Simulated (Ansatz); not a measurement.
KSb2:
```
CELL_PARAMETERS angstrom
      7.15797     2.13701     0.00000
     -7.15797     2.13701     0.00000
     -0.65990     0.00000     7.11225
ATOMIC_POSITIONS crystal
  K  0.63431 0.36569 0.63107
  K  0.36569 0.63431 0.36893
  Sb 0.31732 0.68268 0.86810
  Sb 0.68268 0.31732 0.13190
  Sb 0.05229 0.94771 0.18248
  Sb 0.94771 0.05229 0.81752
```

Relaxed with r²SCAN.

Map the electron localisation function on the plane through (0.634, 0.366, 0.631) spanned by u = [0, 0, 1] and v = [1, -1, 0] in lattice vectors, from plane-wave PAW r²SCAN (Ansatz code).

x is the fraction of u, y of v (the angle between them is 95°; rows are the nearest grid lines); atoms in the plane: K at (0.00, 0.00), K at (0.74, 0.73), Sb at (0.24, 0.68), Sb at (0.50, 0.05), Sb at (0.55, 0.42), Sb at (0.19, 0.31).
```
|+#@@@#:  -%%%*=--:::---=++=.  -%@@@#+|
|@@@%*:   .:=++++==----::..    .+%@@@@|
|#*=:       ..::::::::....      .-+###|
|                                     |
|     ........             ..:.       |
| .:::----==++**+=:   .+%@@@@@@@%=    |
|.:-==------=+*#%#+.  =%@@@%#%@@@*.  .|
|*##+=-.     :=*%@#:  -%@@@@@@@@#:  :*|
|@@@#+-:   .:=+#%%*-    .-=++=:   .=%@|
|@@@@@%#******+-:.               .-*%@|
|#%%@%%%#**=-:.                   .-+#|
|    .         ..:--====--::..        |
|           ..-===-------=+**+-:      |
|=*#%%##*+===++=-:.     .=+#%%*=.   :=|
|%@@@%%#**+**#*+--.     :=*%%%*-.  :+%|
|@%*+-:. .:-=+###+====+*#%@@%*-. .-#%@|
|#*=-.     :--=+=--=+*####*=:.   :+#%#|
|+++=------===-:.                .:-++|
|-=======++==:..                   .:-|
|  ........      .:-=+****+=-.        |
|          .:=+**++++*#%@@@@@%+:      |
|##*=.   .+#%%*=-.    :=+#@@@*:   :+*#|
|@@@@#-  .+%@#+-.     .-=*%%#:  .+%@@@|
|+#@@@#:  -%%%*=--:::---=++=.  -%@@@#+|
```
Scale: ten equal steps from 0.000 (start of ' ') to 0.887 (end of '@'), in the order ' .:-=+*#%@'; x runs from 0.000 to 1.00, y from 0.000 (bottom) to 1.00 (top).

The density is the valence pseudo-density with augmentation charge, so density and ELF within about 1 Å of a nucleus are not all-electron values.

Space group C2/m. The workflow started from a Materials Project entry (that database holds measured and hypothetical structures alike); the Crystallography Open Database copy checked does not list it. Its standing as an ambient phase is unchecked. The cell was relaxed with r²SCAN under the symmetry of its start; whether a distortion lowers the energy is not shown. Spin–orbit coupling is left out wherever it is not named.

Potentials: the later of the program's two PAW sets.
